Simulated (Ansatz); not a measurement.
## C: clamped-ion strain scan

Computed with Ansatz 0.2.0, DFT r2SCAN, scalar-relativistic, plane waves, PAW. The runs took a 500 eV cutoff, a Γ-centred 24×24×8 mesh and Gaussian smearing (0.15 eV). No spin polarisation. Energies are free energies at this smearing, counted from the undisturbed cell; pressure is positive in compression.

The starting cell (relaxed at this level):

```yaml
crystal:
  lattice:
    - [2.45589, 0.00000, 0.00000]
    - [-1.22795, 2.12686, 0.00000]
    - [0.00000, 0.00000, 7.04979]
  atoms:
    - { symbol: C, position: [0.00000, 0.00000, 0.00250] }
    - { symbol: C, position: [0.00000, 0.00000, 0.50250] }
    - { symbol: C, position: [0.33333, 0.66667, 0.00250] }
    - { symbol: C, position: [0.66667, 0.33333, 0.50250] }
```

The cell holds layers and no dispersion correction was added, so their binding is poorly described.

The cell is strained by ε times the Voigt pattern (0, 0, 1, 0, 0, 0) (xx, yy, zz, yz, xz, xy; engineering shear) with fractional coordinates fixed. The cell is metallic on the mesh throughout.

```tsv
ε	ΔE (meV/atom)	stress summed along the pattern (GPa, tension positive)
-0.0400	1.3	-1.21
-0.0300	0.7	-0.85
-0.0200	0.3	-0.53
-0.0100	0.1	-0.26
0.0000	0.0	-0.02
0.0100	0.0	0.18
0.0200	0.2	0.35
0.0300	0.4	0.49
0.0350	0.6	0.55
0.0400	0.8	0.61
```

Cost: 10 runs of about 2 core-minutes in all, on Intel Xeon Processor @ 2.70GHz (shared hosts).